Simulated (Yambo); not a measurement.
AlAs (zinc blende, space group F-43m, No. 216), G0W0@LDA in Yambo; all else as in the reference (4×4×4 Γ-centred k mesh, 104 bands and a 10 Ry block in the screening, 104 bands in G with the Bruneval-Gonze terminator, plasmon pole fitted at 27.2 eV). One parameter is varied: the cutoff of the exchange sum, over 5, 10, 20, 40, 80 Ry.

Problem. From which value on does the gap Γ → X stay within 0.05 eV of the largest setting?

Solution. From 20 Ry on.
| cutoff of the exchange sum (Ry) | G0W0 gap (eV) | valence shift (eV) |
|---|---|---|
| 5 | 1.98 | -0.28 |
| 10 | 2.25 | -0.68 |
| 20 | 2.37 | -0.89 |
| 40 | 2.41 | -0.96 |
| 80 | 2.41 | -0.96 |
The last step of the sweep still moves the gap by 3 meV; the other settings are held fixed.

The standard potential for As keeps a d shell in the valence without the s and p states of that shell. In tests on such compounds this moved G0W0 gaps by up to about 0.9 eV, so absolute quasiparticle energies here are unreliable; differences between settings are what counts.

Spin-orbit coupling is not included.

Geometry relaxed with LDA; primitive cell a = 3.9764 Å, b = 3.9764 Å, c = 3.9764 Å, α = 60.00°, β = 60.00°, γ = 60.00°.

A shift is the quasiparticle energy of the state minus its LDA energy.
